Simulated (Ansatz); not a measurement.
GaAs (zinc blende, F-43m), the program Ansatz at the r²SCAN level (PAW). The conduction-band minimum lies at Γ, with 1 equivalent valley. Second derivatives d²E/dk² of the lowest band at one valley (eV·Å²), along Cartesian directions:

| direction | d²E/dk² |
|---|---|
| [100] | 147.6 |
| [010] | 147.6 |
| [001] | 147.6 |
| [110] | 147.2 |
| [101] | 147.2 |
| [011] | 147.2 |

Task: Find the principal effective masses, the density-of-states mass and the conductivity mass.

Result: Off-diagonal terms follow from H_xy = H[110] − (H_xx + H_yy)/2, and m*/mₑ = 7.620 eV·Å² over each eigenvalue: 0.051, 0.051, 0.052. One valley's DOS mass (m₁m₂m₃)^(1/3) = 0.052, conductivity mass 3/(Σ 1/mᵢ) = 0.052 mₑ.

Task: What effective density of states Nc follows at 300 K for parabolic valleys?

Result: Nc = 2.509e19 × 1 × (0.052)^(3/2) ≈ 3.0e17 cm⁻³.

Symmetry was held in the r²SCAN relaxation. Spin–orbit coupling is left out wherever it is not named.

Potentials: the earlier of the program's two PAW sets.

Edges and masses are those of Kohn–Sham bands, whose gap is no quasiparticle gap.
